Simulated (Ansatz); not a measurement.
PbS:
```
CELL_PARAMETERS angstrom
      4.98869     0.00000     0.00000
      0.00000     4.98869     0.00000
      0.00000     0.00000     3.89897
ATOMIC_POSITIONS crystal
  Pb 0.50000 0.00000 0.33054
  Pb 0.00000 0.50000 0.66946
  S  0.00000 0.00000 0.00000
  S  0.50000 0.50000 0.00000
```

Relaxed with LDA. Special points in fractions of this cell's reciprocal vectors: Γ (0.000, 0.000, 0.000); X (0.000, 0.500, 0.000); M (0.500, 0.500, 0.000); Z (0.000, 0.000, 0.500); R (0.000, 0.500, 0.500); A (0.500, 0.500, 0.500).

Q: List the band energies nearest the valence-band maximum at these points for DFT-LDA in the program Ansatz with PAW potentials.

A: In eV from the valence-band maximum; about four levels below and three above (degenerate sets whole), none deeper than 8.9 eV; points with the same levels are listed once.

```
k                    below                above
-  -----------------------  -------------------
Γ  -1.58 -1.58 -1.34 -0.48       2.53 4.91 4.91
X  -1.46 -1.46 -0.39 -0.39  2.22 2.22 5.24 5.24
M  -0.34 -0.34 -0.33 -0.33  0.98 0.98 3.98 3.98
Z  -1.97 -1.33 -1.32 -1.32       0.89 0.89 1.02
R  -2.49 -2.49 -1.33 -1.33  2.38 2.38 2.99 2.99
A  -3.70 -3.70 -0.25 -0.25  4.68 4.68 4.72 4.72
```

Space group P4/nmm. The start of the workflow was typed in or built on a structure type; neither database checked (COD, Materials Project) lists it. It is not the phase usual at ambient conditions (space group No. 225). The cell was relaxed with LDA under the symmetry of its start. At this level the phase is mechanically unstable. The volume moved by -25 % from the start of the relaxation. A crystal of weakly bound layers computed without a dispersion correction: the cell and the soft elastic constants depend strongly on that. Spin–orbit coupling is left out wherever it is not named.

Potentials: the earlier of the program's two PAW sets. The files were generated under PBE; for other functionals the program regenerates the frozen cores, and for LDA and PBEsol the local potential too.
